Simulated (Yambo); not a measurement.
Yambo run on BaF$_{2}$ (fluorite, space group Fm-3m, No. 225). The wavefunctions come from this Quantum ESPRESSO step (PBEsol, PseudoDojo standard norm-conserving files, scalar-relativistic):

```
&CONTROL
  calculation = 'nscf'
  pseudo_dir = './pseudo'
  outdir = './out'
/
&SYSTEM
  ibrav = 0
  nat = 3
  ntyp = 2
  ecutwfc = 84.0
  ecutrho = 336.0
  occupations = 'fixed'
  force_symmorphic = .true.
  nbnd = 139
/
&ELECTRONS
  conv_thr = 3.0000000000000004e-09
  diago_full_acc = .true.
  diago_thr_init = 1e-08
/
ATOMIC_SPECIES
F 18.9984 F.upf
Ba 137.3270 Ba.upf
CELL_PARAMETERS angstrom
  0.000000000000   3.065973643000   3.065973643000
  3.065973643000   0.000000000000   3.065973643000
  3.065973643000   3.065973643000   0.000000000000
ATOMIC_POSITIONS crystal
F   0.250000000000   0.250000000000   0.250000000000
F   0.750000000000   0.750000000000   0.750000000000
Ba   0.000000000000   0.000000000000   0.000000000000
K_POINTS automatic
4 4 4 0 0 0
```

Yambo input:

```
rim_cut
gw0
dyson
el_el_corr
HF_and_locXC
ppa
em1d
RandQpts= 1000000
RandGvec= 1 Ry
EXXRLvcs= 84 Ry
VXCRLvcs= 336 Ry
Chimod= "HARTREE"
% BndsRnXp
 1 | 138 |
%
NGsBlkXp= 10 Ry
% LongDrXp
 1.0 | 1.0 | 1.0 |
%
PPAPntXp= 27.2114 eV
% GbndRnge
 1 | 138 |
%
GTermKind= "BG"
DysSolver= "n"
ExtendOut
% QPkrange
 1 | 1 | 12 | 13 |
 3 | 3 | 12 | 13 |
 6 | 6 | 12 | 13 |
 7 | 7 | 12 | 13 |
 8 | 8 | 12 | 13 |
%
```

k points by index: 1 = Γ, 3 = L, 6 = (0, 0.25, -0.25), 7 = X, 8 = W.

Resulting energies as the program prints them:

```
#    K-point    Band    Eo [eV]    E [eV]    E-Eo [eV]    Vxc [eV]    Vnlxc [eV]    Sc|Eo [eV]    Sc|E [eV]    dSc/dw|Eo [eV]    Re(Z)    Im(Z)
#
    1    12    -0.120877    -2.297762    -2.176885    -21.73550    -29.33978    4.871062    5.427389    -6.953618    0.796467    -0.001384
    1    13    6.857843    7.607004    0.749161    -7.859614    -3.853754    -3.163062    -3.256698    -3.400802    0.888906    -0.657259E-3
    3    12    -0.181643    -2.366950    -2.185308    -21.45372    -28.91643    4.725220    5.277407    -6.875270    0.798298    -0.001396
    3    13    9.296882    10.58138    1.284494    -11.22662    -6.240291    -3.511266    -3.701836    -4.033245    0.870861    -0.006776
    6    12    0.000000    -2.158749    -2.158749    -21.96624    -29.49818    4.824163    5.373189    -6.920040    0.797251    -0.001334
    6    13    8.218077    9.203418    0.985341    -9.000507    -4.667021    -3.210098    -3.348144    -3.812043    0.877123    -0.707953E-3
    7    12    -0.205368    -2.369827    -2.164459    -22.09854    -29.87923    5.051198    5.616233    -7.102976    0.793000    -0.001440
    7    13    7.312568    8.317065    1.004498    -10.20407    -6.173826    -2.878923    -3.025747    -3.977141    0.872480    -0.748464E-3
    8    12    -0.260935    -2.436427    -2.175492    -21.99031    -29.77901    5.044981    5.613211    -7.106888    0.792910    -0.001467
    8    13    7.577095    8.598889    1.021795    -9.819788    -5.657176    -2.993187    -3.140817    -3.931277    0.873765    -0.744770E-3
```
(The two width columns are left out.) Convergence of these settings isn't established.

Geometry relaxed with PBEsol.
